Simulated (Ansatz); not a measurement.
Consider the following.

SiO$_{2}$:
```cif
data_O8Si4
_chemical_formula_sum 'Si4 O8'
_space_group_name_H-M_alt 'P41212'
_space_group_IT_number 92
_space_group_name_Hall 'P 4abw 2nw'
_cell_length_a 4.98259
_cell_length_b 4.98259
_cell_length_c 6.92104
_cell_angle_alpha 90.000
_cell_angle_beta 90.000
_cell_angle_gamma 90.000
loop_
_atom_site_label
_atom_site_type_symbol
_atom_site_symmetry_multiplicity
_atom_site_Wyckoff_symbol
_atom_site_fract_x
_atom_site_fract_y
_atom_site_fract_z
_atom_site_occupancy
Si1 Si 4 a 0.30212 0.30212 0.00000 1
O1 O 8 b 0.23830 0.10861 0.18113 1
```

This is the r²SCAN-relaxed structure.

Task: All from plane-wave PAW r²SCAN (Ansatz code), unless another level is named. Estimate the band gap.

Result: 6.35 eV (direct).

Task: And the hole effective mass?

Result: 1.7, 2.0, 2.0 mₑ (principal values).

Task: What about the weight of the conduction-edge state by species (Voronoi cells)?

Result: O 81 %, Si 19 %.

Space group P4_12_12. Symmetry was held in the r²SCAN relaxation; phonons on a q-mesh show no instability.

Potentials: the earlier of the program's two PAW sets.
